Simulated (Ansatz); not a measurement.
## Strain response of NaTl

Theory: DFT r2SCAN, scalar-relativistic, plane waves, PAW (Ansatz). Settings: 500 eV cutoff, 12×12×12 k-mesh, Gaussian smearing of 0.10 eV, no spin polarisation.

Starting point, cell and atoms relaxed:

```yaml
crystal:
  lattice:
    - [0.00000, 3.74605, 3.74605]
    - [3.74605, 0.00000, 3.74605]
    - [3.74605, 3.74605, 0.00000]
  atoms:
    - { symbol: Na, position: [0.50000, 0.50000, 0.50000] }
    - { symbol: Na, position: [0.75000, 0.75000, 0.75000] }
    - { symbol: Tl, position: [0.00000, 0.00000, 0.00000] }
    - { symbol: Tl, position: [0.25000, 0.25000, 0.25000] }
```

Deformation: all cell vectors scaled alike, the atoms relaxed, all within the symmetry that the strain leaves. Energies are extrapolated to zero smearing.

Spin–orbit coupling is left out, which can shift energies with elements as heavy as these.

```tsv
strain (%)	ΔE (meV/atom)	a (Å)	b (Å)	c (Å)
-3.0	17.0	5.139	5.139	5.139
-2.0	7.1	5.192	5.192	5.192
-1.0	1.6	5.245	5.245	5.245
+0.0	0.0	5.298	5.298	5.298
+1.0	1.9	5.351	5.351	5.351
+2.0	6.8	5.404	5.404	5.404
+3.0	14.5	5.457	5.457	5.457
```

What stiffness (1/V) d²E/dε² at zero strain does a cubic fit over all points give?

A cubic fit gives (1/V) d²E/dε² = 214 GPa at zero strain (nine times the bulk modulus at fixed shape).